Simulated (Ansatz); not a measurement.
CaTiO₃:
```cif
data_Ca6O18Ti6
_chemical_formula_sum 'Ca6 Ti6 O18'
_space_group_name_H-M_alt 'R-3c :H'
_space_group_IT_number 167
_space_group_name_Hall '-R 3 2"c'
_cell_length_a 5.40853
_cell_length_b 5.40853
_cell_length_c 13.12939
_cell_angle_alpha 90.000
_cell_angle_beta 90.000
_cell_angle_gamma 120.000
loop_
_atom_site_label
_atom_site_type_symbol
_atom_site_symmetry_multiplicity
_atom_site_Wyckoff_symbol
_atom_site_fract_x
_atom_site_fract_y
_atom_site_fract_z
_atom_site_occupancy
Ca1 Ca 6 a 0.00000 0.00000 0.25000 1
Ti1 Ti 6 b 0.00000 0.00000 0.00000 1
O1 O 18 e 0.42911 0.42911 0.25000 1
```
(The calculation used a cell of 10 atoms; values per cell refer to that cell.)

Relaxed with PBEsol.

Problem. Which orbitals make up the states near the band edges in plane-wave PAW PBEsol (Ansatz code)?

Solution. Top 1 eV of the valence band: O 2p 94 %. Bottom 1 eV of the conduction band: Ti 3d 86 %, O 2p 11 %. Projections are on Löwdin-orthogonalised atomic valence shells; empty p or d shells of many metals are not among them.

Problem. Tabulate the density of states.

Solution. States/eV per cell of 10 atoms, in 0.25 eV bins, energy from the valence-band maximum.

| E (eV) | total | O 2p | Ti 3d | O 2s |
|---|---|---|---|---|
| -4.80 | 0.00 | 0.00 | 0.00 | 0.00 |
| -4.55 | 0.52 | 0.35 | 0.12 | 0.00 |
| -4.30 | 7.09 | 5.11 | 1.37 | 0.02 |
| -4.05 | 10.35 | 7.45 | 2.12 | 0.03 |
| -3.80 | 10.32 | 7.42 | 2.38 | 0.05 |
| -3.55 | 6.55 | 4.87 | 1.34 | 0.04 |
| -3.30 | 8.23 | 6.29 | 1.45 | 0.08 |
| -3.05 | 9.06 | 7.18 | 1.38 | 0.07 |
| -2.80 | 11.62 | 9.55 | 1.45 | 0.08 |
| -2.55 | 9.69 | 8.07 | 1.11 | 0.05 |
| -2.30 | 5.65 | 4.53 | 0.82 | 0.05 |
| -2.05 | 4.19 | 3.48 | 0.48 | 0.04 |
| -1.80 | 5.41 | 4.64 | 0.44 | 0.06 |
| -1.55 | 6.17 | 5.43 | 0.37 | 0.08 |
| -1.30 | 6.53 | 5.89 | 0.33 | 0.05 |
| -1.05 | 8.94 | 8.15 | 0.43 | 0.06 |
| -0.80 | 10.49 | 9.66 | 0.45 | 0.06 |
| -0.55 | 12.18 | 11.46 | 0.32 | 0.04 |
| -0.30 | 9.19 | 8.82 | 0.10 | 0.02 |
| -0.05 | 1.81 | 1.76 | 0.01 | 0.00 |
| 0.20 | 0.00 | 0.00 | 0.00 | 0.00 |
| 0.45 | 0.00 | 0.00 | 0.00 | 0.00 |
| 0.70 | 0.00 | 0.00 | 0.00 | 0.00 |
| 0.95 | 0.00 | 0.00 | 0.00 | 0.00 |
| 1.20 | 0.00 | 0.00 | 0.00 | 0.00 |
| 1.45 | 0.00 | 0.00 | 0.00 | 0.00 |
| 1.70 | 0.00 | 0.00 | 0.00 | 0.00 |
| 1.95 | 0.00 | 0.00 | 0.00 | 0.00 |
| 2.20 | 0.00 | 0.00 | 0.00 | 0.00 |
| 2.45 | 1.23 | 0.05 | 1.16 | 0.00 |
| 2.70 | 2.41 | 0.18 | 2.18 | 0.00 |
| 2.95 | 3.01 | 0.34 | 2.60 | 0.00 |
| 3.20 | 4.14 | 0.59 | 3.43 | 0.01 |
| 3.45 | 5.81 | 0.97 | 4.62 | 0.01 |
| 3.70 | 6.05 | 1.10 | 4.69 | 0.02 |
| 3.95 | 10.28 | 1.90 | 7.88 | 0.06 |
| 4.20 | 10.92 | 2.08 | 8.16 | 0.06 |
| 4.45 | 3.99 | 0.77 | 2.91 | 0.02 |
| 4.70 | 0.15 | 0.03 | 0.11 | 0.00 |
| 4.95 | 0.00 | 0.00 | 0.00 | 0.00 |
| 5.20 | 0.00 | 0.00 | 0.00 | 0.00 |
| 5.45 | 3.97 | 0.42 | 2.90 | 0.39 |
| 5.70 | 3.69 | 0.43 | 2.60 | 0.39 |
| 5.95 | 3.31 | 0.43 | 2.25 | 0.34 |
| 6.20 | 2.67 | 0.40 | 1.68 | 0.24 |
| 6.45 | 3.57 | 0.39 | 1.32 | 0.21 |
| 6.70 | 4.86 | 0.45 | 1.28 | 0.24 |
| 6.95 | 7.55 | 0.64 | 1.48 | 0.33 |
| 7.20 | 11.54 | 0.81 | 1.42 | 0.31 |

The start of the workflow was typed in or built on a structure type; neither database checked (COD, Materials Project) lists it. COD files the formula under space group No. 11, 62, 65, 140, 221. Its standing as an ambient phase is unchecked. Symmetry was held in the PBEsol relaxation. At this level the phase is dynamically unstable (imaginary phonons). The workflow began spin-polarised and lost its moments.

Potentials: the earlier of the program's two PAW sets. The files were generated under PBE; for other functionals the program regenerates the frozen cores, and for LDA and PBEsol the local potential too.
